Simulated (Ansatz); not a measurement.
YTiGe:
```cif
data_Ge2Ti2Y2
_chemical_formula_sum 'Y2 Ge2 Ti2'
_space_group_name_H-M_alt 'P4/nmm :1'
_space_group_IT_number 129
_space_group_name_Hall 'P 4ab 2ab -1ab'
_cell_length_a 4.05360
_cell_length_b 4.05360
_cell_length_c 7.66711
_cell_angle_alpha 90.000
_cell_angle_beta 90.000
_cell_angle_gamma 90.000
loop_
_space_group_symop_operation_xyz
  'x, y, z'
  '-y+1/2, x+1/2, z'
  '-x, -y, z'
  'y+1/2, -x+1/2, z'
  'x+1/2, -y+1/2, -z'
  '-y, -x, -z'
  '-x+1/2, y+1/2, -z'
  'y, x, -z'
  '-x+1/2, -y+1/2, -z'
  'y, -x, -z'
  'x+1/2, y+1/2, -z'
  '-y, x, -z'
  '-x, y, z'
  'y+1/2, x+1/2, z'
  'x, -y, z'
  '-y+1/2, -x+1/2, z'
loop_
_atom_site_label
_atom_site_type_symbol
_atom_site_symmetry_multiplicity
_atom_site_Wyckoff_symbol
_atom_site_fract_x
_atom_site_fract_y
_atom_site_fract_z
_atom_site_occupancy
Y1 Y 2 c 0.00000 0.50000 0.34170 1
Ge1 Ge 2 c 0.50000 0.00000 0.24335 1
Ti1 Ti 2 a 0.00000 0.00000 0.00000 1
```

Relaxed with r²SCAN.

Task: Tabulate the valence density and the electron localisation function along the shortest Y–Ti contact (3.31 Å), r²SCAN in the plane-wave PAW code Ansatz.

Result: 

```tsv
distance from Y (Å)	density (e/Å³)	ELF
0.33	3.70	0.71
0.50	3.27	0.84
0.66	2.20	0.85
0.83	1.17	0.76
0.99	0.54	0.46
1.16	0.26	0.15
1.32	0.16	0.08
1.49	0.13	0.12
1.66	0.13	0.19
1.82	0.13	0.20
1.99	0.15	0.13
2.15	0.19	0.08
2.32	0.33	0.12
2.48	0.85	0.36
2.65	2.50	0.61
2.82	5.42	0.62
2.98	8.32	0.36
```

The density is the valence pseudo-density with augmentation charge, so density and ELF within about 1 Å of a nucleus are not all-electron values.

The workflow started from an entry of the Crystallography Open Database (COD), which files this formula under 2 space groups. Whether it is the stable phase at ambient conditions was not checked. The cell was relaxed with r²SCAN under the symmetry of its start; whether a distortion lowers the energy is not shown. The run is not spin-polarised.

Potentials: the later of the program's two PAW sets.
